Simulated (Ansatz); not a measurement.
MgTe:
```cif
data_Mg2Te2
_chemical_formula_sum 'Mg2 Te2'
_space_group_name_H-M_alt 'P63mc'
_space_group_IT_number 186
_space_group_name_Hall 'P 6c -2c'
_cell_length_a 4.56105
_cell_length_b 4.56105
_cell_length_c 7.41131
_cell_angle_alpha 90.000
_cell_angle_beta 90.000
_cell_angle_gamma 120.000
loop_
_atom_site_label
_atom_site_type_symbol
_atom_site_symmetry_multiplicity
_atom_site_Wyckoff_symbol
_atom_site_fract_x
_atom_site_fract_y
_atom_site_fract_z
_atom_site_occupancy
Mg1 Mg 2 b 0.66667 0.33333 0.00101 1
Te1 Te 2 b 0.33333 0.66667 0.12419 1
```

Relaxed with PBEsol.

### Question
Tabulate the valence density and the electron localisation function along the shortest Mg–Te contact (2.79 Å), PBEsol (plane waves, PAW; program Ansatz).

### Answer


```csv
distance from Mg (Å),density (e/Å³),ELF
0.28,17.71,0.32
0.42,8.27,0.42
0.56,2.64,0.40
0.70,0.62,0.21
0.84,0.24,0.08
0.98,0.19,0.11
1.11,0.21,0.43
1.25,0.25,0.77
1.39,0.31,0.84
1.53,0.40,0.80
1.67,0.53,0.70
1.81,0.70,0.59
1.95,1.05,0.49
2.09,2.24,0.35
2.23,4.90,0.17
2.37,8.83,0.04
2.51,13.04,0.01
```

The density is the valence pseudo-density with augmentation charge, so density and ELF within about 1 Å of a nucleus are not all-electron values.

Space group P6_3mc (wurtzite). The PBEsol relaxation kept the symmetry of its start. Scalar-relativistic: spin–orbit coupling is off unless named, which matters more the heavier the elements.

Potentials: the later of the program's two PAW sets.
